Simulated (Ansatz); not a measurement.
SiBiO3 in space group P4mm (No. 99; Si on 1b, Bi on 1a, O on 2c, O on 1b) under volume change, DFT-r²SCAN in the program Ansatz with PAW potentials, shape and atoms relaxed at each volume.

| V (Å³/atom) | E − E(relaxed) (meV/atom) | P (GPa) |
|---|---|---|
| 11.529 | 54.7 | 16.65 |
| 11.909 | ? | ? |
| 12.289 | 5.4 | 4.69 |
| 12.669 | 0.0 | 0.00 |
| 13.049 | 4.8 | -3.90 |
| 13.430 | ? | ? |
| 13.810 | 37.7 | -9.53 |

**Question.** What belongs in the gaps?

**Answer.** 
- 11.909, E − E(relaxed) (meV/atom): 22.9
- 11.909, P (GPa): 10.27
- 13.430, E − E(relaxed) (meV/atom): 17.9
- 13.430, P (GPa): -7.05

**Question.** What does a third-order Birch–Murnaghan fit give for V₀, B₀ and B′?

**Answer.** V₀ = 12.67 Å³/atom, B₀ = 139 GPa, B′ = 5.1.

The start of the workflow was typed in or built on a structure type; neither database checked (COD, Materials Project) lists it. Its standing as an ambient phase is unchecked. The r²SCAN relaxation kept the symmetry of its start; whether a distortion lowers the energy is not shown. The volume moved by 20 % from the start of the relaxation. Scalar-relativistic: spin–orbit coupling is off unless named, which matters more the heavier the elements.

Potentials: the earlier of the program's two PAW sets. The files were generated under PBE; for other functionals the program regenerates the frozen cores, and for LDA and PBEsol the local potential too.
